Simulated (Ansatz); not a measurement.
Input:

BeS:
Space group P6₃/mmc (No. 194); a = b = 3.301 Å, c = 5.247 Å, α = β = 90.00°, γ = 120.00°

```
atom  site  symmetry       x       y       z
----  ----  --------  ------  ------  ------
Be      2a      -3m.  0.0000  0.0000  0.0000
S       2c      -6m2  0.3333  0.6667  0.2500
```

This is the PBE-relaxed structure.

### Question
All from PBE in the plane-wave PAW code Ansatz, unless another level is named. Estimate the Bader charges.

### Answer
Be +1.63, S -1.63 e.

### Question
And the electronic dielectric constant ε∞ (DFPT)?

### Answer
8.80 (xx = yy), 9.63 (zz).

### Question
Next, the Born charges (a third of the trace)?

### Answer
Be +2.74, S -2.74 e.

Space group P6_3/mmc (NiAs type). A made-up cell: these elements were put on the sites of a structure type; neither database checked (COD, Materials Project) lists it. COD files the formula under space group No. 216, so this cell is another polymorph or a model. Its standing as an ambient phase is unchecked. The PBE relaxation kept the symmetry of its start. At this level the phase is dynamically unstable (imaginary phonons).

Potentials: the later of the program's two PAW sets.
